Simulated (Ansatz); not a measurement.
TaGe$_{2}$ in space group P6/mmm (No. 191; Ta on 1a, Ge on 2d) at seven volumes, r²SCAN (plane waves, PAW; program Ansatz), shape and atoms relaxed at each. One row is withheld.

```csv
V (Å³/atom),P (GPa)
15.208,15.68
15.709,9.54
16.211,4.35
16.712,-0.01
17.213,-3.57
17.715,-6.41
18.216,?
```

Q: Fit the shown pressures and predict the withheld one.

A: P = (3/2)B₀(x^(7/2) − x^(5/2))[1 + (3/4)(B′ − 4)(x − 1)] with x = (V₀/V)^(2/3). Least squares on the six rows gives V₀ = 16.717 Å³/atom, B₀ = 130 GPa, B′ = 5.24. At V = 18.216, x = 0.9444 and P = -8.92 GPa. The run itself gave -8.94 GPa.

The cell is a constructed one: a structure type filled with these elements; neither database checked (COD, Materials Project) lists it. COD files the formula under space group No. 180, so this cell is another polymorph or a model. Its standing as an ambient phase is unchecked. The r²SCAN relaxation kept the symmetry of its start. At this level the phase is mechanically unstable. No spin polarisation was allowed. Spin–orbit coupling is left out wherever it is not named.

Potentials: the earlier of the program's two PAW sets.
